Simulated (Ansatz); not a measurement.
TaNOF:
```cif
data_FNOTa
_chemical_formula_sum 'Ta1 N1 O1 F1'
_space_group_name_H-M_alt 'Pmmm'
_space_group_IT_number 47
_space_group_name_Hall '-P 2 2'
_cell_length_a 3.90905
_cell_length_b 3.97485
_cell_length_c 4.11957
_cell_angle_alpha 90.000
_cell_angle_beta 90.000
_cell_angle_gamma 90.000
loop_
_atom_site_label
_atom_site_type_symbol
_atom_site_symmetry_multiplicity
_atom_site_Wyckoff_symbol
_atom_site_fract_x
_atom_site_fract_y
_atom_site_fract_z
_atom_site_occupancy
Ta1 Ta 1 a 0.00000 0.00000 0.00000 1
N1 N 1 e 0.00000 0.50000 0.00000 1
O1 O 1 b 0.50000 0.00000 0.00000 1
F1 F 1 c 0.00000 0.00000 0.50000 1
```

Relaxed with PBE.

Which orbitals make up the states near the Fermi level in plane-wave PAW PBE (Ansatz code)?

Within 0.5 eV of the Fermi level: N 2p 77 %, O 2p 15 %, Ta 5d 5 %. Projections are on Löwdin-orthogonalised atomic valence shells; empty p or d shells of many metals are not among them.

Tabulate the density of states.

States/eV per cell of 4 atoms, in 0.25 eV bins, energy from the Fermi level.

```
E (eV)  total  F 2p  Ta 5d  O 2p
------  -----  ----  -----  ----
-7.85    1.49  1.14   0.27  0.00
-7.60    0.91  0.71   0.14  0.00
-7.35    0.71  0.57   0.10  0.00
-7.10    0.64  0.53   0.08  0.00
-6.85    0.58  0.49   0.06  0.00
-6.60    0.61  0.52   0.05  0.00
-6.35    1.43  0.53   0.25  0.56
-6.10    1.54  0.71   0.21  0.52
-5.85    2.57  1.59   0.30  0.57
-5.60    2.44  1.59   0.39  0.36
-5.35    3.22  2.14   0.52  0.42
-5.10    4.90  3.74   0.59  0.42
-4.85    5.49  4.56   0.33  0.28
-4.60    2.81  1.15   0.47  0.39
-4.35    1.58  0.11   0.39  0.57
-4.10    1.48  0.06   0.36  0.57
-3.85    1.44  0.04   0.33  0.65
-3.60    1.59  0.03   0.35  0.79
-3.35    2.07  0.04   0.46  1.15
-3.10    2.17  0.08   0.41  1.31
-2.85    2.32  0.14   0.35  1.51
-2.60    3.19  0.25   0.33  2.19
-2.35    5.86  0.58   0.35  4.38
-2.10    1.21  0.03   0.07  0.88
-1.85    0.75  0.02   0.19  0.11
-1.60    1.10  0.04   0.32  0.08
-1.35    1.35  0.08   0.35  0.11
-1.10    1.68  0.15   0.39  0.11
-0.85    2.45  0.28   0.49  0.16
-0.60    2.31  0.12   0.33  0.19
-0.35    2.87  0.04   0.22  0.26
-0.10    3.61  0.02   0.17  0.46
0.15     2.29  0.01   0.08  0.42
0.40     0.94  0.00   0.03  0.35
0.65     0.38  0.00   0.01  0.16
0.90     0.00  0.00   0.00  0.00
1.15     0.00  0.00   0.00  0.00
1.40     0.00  0.00   0.00  0.00
1.65     0.00  0.00   0.00  0.00
1.90     0.07  0.00   0.07  0.00
2.15     0.66  0.01   0.62  0.01
2.40     0.89  0.02   0.80  0.02
2.65     1.03  0.04   0.89  0.04
2.90     1.28  0.06   1.06  0.05
3.15     1.73  0.12   1.40  0.08
3.40     1.46  0.08   1.12  0.10
3.65     1.35  0.06   0.98  0.12
3.90     1.33  0.04   0.92  0.14
4.15     1.46  0.04   0.97  0.17
4.40     1.72  0.04   1.10  0.21
4.65     2.29  0.04   1.44  0.31
```

The start of the workflow was typed in or built on a structure type; neither database checked (COD, Materials Project) lists it. Its standing as an ambient phase is unchecked. The cell was relaxed with PBE under the symmetry of its start; whether a distortion lowers the energy is not shown. The run is not spin-polarised. With an odd number of electrons in the cell and no spin polarisation, the count alone makes it a metal. Spin–orbit coupling is left out wherever it is not named.

Potentials: the earlier of the program's two PAW sets.
